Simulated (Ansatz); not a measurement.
Start of a relaxation of AlNi4:

```cif
data_structure
_symmetry_space_group_name_H-M 'P 1'
_symmetry_Int_Tables_number 1
_cell_length_a 2.5395
_cell_length_b 2.5395
_cell_length_c 19.9858
_cell_angle_alpha 90.000
_cell_angle_beta 90.000
_cell_angle_gamma 120.000
_cell_volume 111.62
loop_
_atom_site_label
_atom_site_type_symbol
_atom_site_fract_x
_atom_site_fract_y
_atom_site_fract_z
_atom_site_occupancy
Al1 Al 0.33333 0.66667 0.75000 1
Al2 Al 0.66667 0.33333 0.25000 1
Ni1 Ni 0.33333 0.66667 0.95000 1
Ni2 Ni 0.33333 0.66667 0.15000 1
Ni3 Ni 0.33333 0.66667 0.35000 1
Ni4 Ni 0.33333 0.66667 0.55000 1
Ni5 Ni 0.66667 0.33333 0.05000 1
Ni6 Ni 0.66667 0.33333 0.45000 1
Ni7 Ni 0.66667 0.33333 0.65000 1
Ni8 Ni 0.66667 0.33333 0.85000 1
```

The calculation used DFT PBE, scalar-relativistic, plane waves, PAW (Ansatz). Cutoff 420 eV, Gaussian smearing, Γ-centred meshes. Cell and atoms relax first on a coarse mesh and then on a finer one. In between, the cell is made exact in the group found at 0.06 Å. In metals the finer mesh still leaves noise of several meV/atom or more. The steps can't lower the symmetry of their start. Collinear spin, starting moments Ni 2.0 (×8) μB.

A guess keeps its type if space group and coordination stay and the shape of the cell changes little (axis ratios within about 15 %, angles within 6°); the volume may change.

Question: Does this structure survive the relaxation?

Answer: It keeps its type. The symmetry stays P6_3/mmc (No. 194). The volume per atom grows by 3.3 %, from 11.2 to 11.5 Å³. The shortest distance goes from 2.48 Å (Al–Ni and Ni–Ni) to 2.45 Å (Al–Ni). The ratio c/a of the conventional cell changes by a factor of 0.97. Counting neighbours within 15 % of an atom's shortest distance, the start has Al 12, Ni 12 and the end Al 12, Ni 12.

The last run used collinear spin, an 18×18×2 mesh (in the run's order of axes) for its 10-atom cell and Gaussian smearing of 0.10 eV. Another magnetic order may lie lower. Symmetry constrained the relaxation, so the result can be a saddle point.
